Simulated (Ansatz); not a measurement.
Values for one crystal, relaxed and computed with PBE in the plane-wave PAW code Ansatz; other levels are named.

Volume per atom: 30.35 Å³
Band gap: 0.69 eV (indirect)
Smallest direct gap on the standard path: 1.08 eV
Formation energy from the elements (no fitted shifts): -0.34 eV/atom
Valence-band maximum: off the standard path, at k = (0.000, 0.138, -0.146)
Electron effective mass: 0.21, 0.61, 13 mₑ (principal values)
Conduction-band minimum: at L (3 equivalent valleys)

Task: Which compound is it?
A) LiF, rock salt
B) SnSe2, CdI2 type
C) AgBr, rock salt
D) MgS, P4_2/mmc (Mg on 2c, S on 2e)

Result: B, SnSe2, CdI2 type

Space group P-3m1 (CdI2 type). The cell was relaxed with PBE under the symmetry of its start. The volume lies over 15 % above that of the usual cell of this phase: another minimum, or an error of the functional. A crystal of weakly bound layers computed without a dispersion correction: the cell and the soft elastic constants depend strongly on that. The references are the lowest solids computed at this level, not always the standard phases. Spin–orbit coupling is left out wherever it is not named.

Potentials: the later of the program's two PAW sets.
